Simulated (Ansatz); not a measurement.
Starting cell, Pt (fcc, Cu type):

```
CELL_PARAMETERS angstrom
      0.00000     3.97027     3.97027
      1.98513     0.00000     1.98513
      1.98513     1.98513     0.00000
ATOMIC_POSITIONS crystal
  Pt 0.00000 0.00000 0.00000
  Pt 0.50000 0.00000 0.00000
```

The atoms are displaced by Q × the pattern below (from a DFPT mode at L = (0.5, 0.0, 0.0), largest move 1; Q in Å), at fixed cell. It is one choice among 2 degenerate patterns. (q is in reciprocal vectors of the primitive cell; the cell shown is doubled to hold the pattern.)

```csv
atom,x,y,z
Pt1,0.285,-0.520,0.805
Pt2,-0.285,0.520,-0.805
```

Method: PBE (plane waves to 420 eV, PAW, scalar-relativistic; Ansatz, a quantum-chemistry and plane-wave program). k mesh 10×20×20 (Γ-centred), Fermi-Dirac smearing 0.05 eV. With partly filled bands, energies and forces of such displacements shift with the k mesh and the smearing. Pt is run without spin polarisation. Pt was relaxed with its symmetry unable to fall. Spin-orbit coupling is left out, though Pt is heavy.

At one point of the scan the forces (eV/Å) are:

| atom | Fx | Fy | Fz |
|---|---|---|---|
| Pt1 | 0.076 | -0.138 | 0.209 |
| Pt2 | -0.076 | 0.138 | -0.209 |

Q: Which point is it?
A. Q = -0.093 Å
B. Q = -0.233 Å
C. Q = -0.140 Å
D. Q = -0.047 Å

A: D, Q = -0.047 Å

(For displaced atoms, the force is minus the slope of the energy, and its curvature is a force constant, which sets phonon frequencies.)
